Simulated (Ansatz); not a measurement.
A generator proposed this cell of AgI₂.

Only a and b repeat, and vacuum parts the sheet from its images along c.

```yaml
crystal:
  periodic: [true, true, false]
  lattice:
    - [3.35907, 0.00000, 0.00000]
    - [-1.67954, 2.90904, 0.00000]
    - [0.00000, 0.00000, 25.00000]
  atoms:
    - { symbol: Ag, position: [0.00000, 0.00000, 0.36421] }
    - { symbol: Ag, position: [0.00000, 0.00000, 0.63419] }
    - { symbol: I, position: [0.33333, 0.66667, 0.29841] }
    - { symbol: I, position: [0.33333, 0.66667, 0.43160] }
    - { symbol: I, position: [0.66667, 0.33333, 0.56840] }
    - { symbol: I, position: [0.66667, 0.33333, 0.70159] }
```

These are results of DFT PBE+D3(BJ), scalar-relativistic, plane waves, PAW (Ansatz), not measurements. Cutoff 420 eV; k points 6×6×1 on the computed 6-atom cell (Γ-centred); Gaussian smearing, width 0.10 eV; no spin polarisation.

The zero of energy is the elements' standard structures at the same level; no fitted shifts are applied.

Question: How far from equilibrium is it?

Answer: The largest force is 6.15 eV/Å, and the energy is +1.21 eV/atom against the elements. The shortest distance is 2.54 Å.

Question: Is it a good guess?

Answer: A poor one: relaxing gains about 1.1 eV/atom (the start's value is from the coarse mesh, so the gain is rough) in 16 ionic steps and ends at +0.10 eV/atom on the finer mesh. The symmetry goes from p3m1 (No. 69) to p-3m1 (No. 72). The area per atom grows by 31.1 %, from 1.6 to 2.1 Å². The shortest distance goes from 2.54 Å (Ag–I) to 2.98 Å (Ag–I). In-plane cell: a = 3.846 Å, b = 3.846 Å, γ = 120.0°, thickness 11.44 Å between the outermost nuclei. Ag at height 1.99 Å has 6 I at 2.98 Å; I at height 0.00 Å has 3 Ag at 2.98 Å; I at height 3.97 Å has 3 Ag at 2.98 Å.

The last run used a 12×12×1 mesh for its 6-atom cell and Gaussian smearing of 0.10 eV. These runs have no spin–orbit coupling, which can matter for I. The cell is a metal run without spin; a magnetic state may lie lower. The relaxation can't lower the symmetry of the start, and the grade says only how near the guess is to its own end. A structure relaxed within its symmetry needn't be a true minimum.
